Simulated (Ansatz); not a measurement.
## YSi2Ru2: reading a single point

```yaml
crystal:
  lattice:
    - [0.00000, 4.12584, 0.00000]
    - [4.12584, 0.00000, 0.00000]
    - [2.06292, 2.06292, -4.73428]
  atoms:
    - { symbol: Y, position: [0.00000, 0.00000, 0.00000] }
    - { symbol: Ru, position: [0.75000, 0.25000, 0.50000] }
    - { symbol: Ru, position: [0.25000, 0.75000, 0.50000] }
    - { symbol: Si, position: [0.37500, 0.37500, 0.25000] }
    - { symbol: Si, position: [0.62500, 0.62500, 0.75000] }
```

Single point in Ansatz 0.2.0 with PBEsol, no spin polarisation. Cutoff 420 eV, PAW datasets, 9×9×9 Γ-centred k mesh, fermi-dirac filling (width 0.0535 eV).

(1) Is the cell too large or too small?

(2) Is there a gap?

(3) Where is the largest force?

(4) What is the formation energy?

(5) Give the Bader charges.

Origin: a database entry at a rescaled volume.

## Answers

(1) The pressure is -0.2 GPa (compression positive), so with the atoms held at these fractions the cell is close to zero pressure; the forces are large, so a full relaxation may end otherwise. The principal stresses -1.1, -1.1, 1.7 GPa differ, so its shape would change too.

(2) It is a metal, with about 3.1 states/eV a cell as the mean within 0.25 eV of the Fermi level, mostly Ru d (53 %), Y d (23 %) and Si p (13 %).

(3) The largest is on Si4 (and as large on other atoms): 1.06 eV/Å, components (0.00, 0.00, -1.06). It makes 180° with the line to a nearest neighbour, Si5 at 2.37 Å, pointing away from it.

(4) -0.92 eV an atom against the elements' usual phases (free molecules for gases, crystals otherwise, with no correction for O₂ or N₂), so it is bound against them; other compounds may still compete. Relaxing would lower it.

(5) Bader charges in e: Y +1.67, Si +0.19, Ru -1.03. In the mean Y gives up most and Ru takes most.
